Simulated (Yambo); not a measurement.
NaCaIrH6 (space group F-43m, No. 216), G0W0@LDA in Yambo with this input:

```
rim_cut
gw0
dyson
el_el_corr
HF_and_locXC
ppa
em1d
RandQpts= 1000000
RandGvec= 1 Ry
EXXRLvcs= 88 Ry
VXCRLvcs= 352 Ry
Chimod= "HARTREE"
% BndsRnXp
 6 | 140 |
%
NGsBlkXp= 7 Ry
% LongDrXp
 1.0 | 1.0 | 1.0 |
%
PPAPntXp= 27.2114 eV
% GbndRnge
 1 | 140 |
%
GTermKind= "BG"
DysSolver= "n"
ExtendOut
```

On a 4×4×4 mesh, with wavefunctions cut at 88 Ry, the gap (W → X) is 4.787 eV and the valence edge shifts by -0.530 eV.

What happens with this change: no terminator?

The gap falls by 0.037 eV, to 4.750 eV; the shift of the valence edge becomes -0.337 eV. Neither run is shown to be the converged limit.

Spin-orbit coupling is not included.

Geometry of the Materials Project entry, not relaxed at this level; primitive cell a = b = c = 5.110 Å, α = β = γ = 60.00°.

The structure is a Materials Project entry; no match was found in the copy of COD used, and its stability was not checked.

A shift is the quasiparticle energy of the state minus its LDA energy.
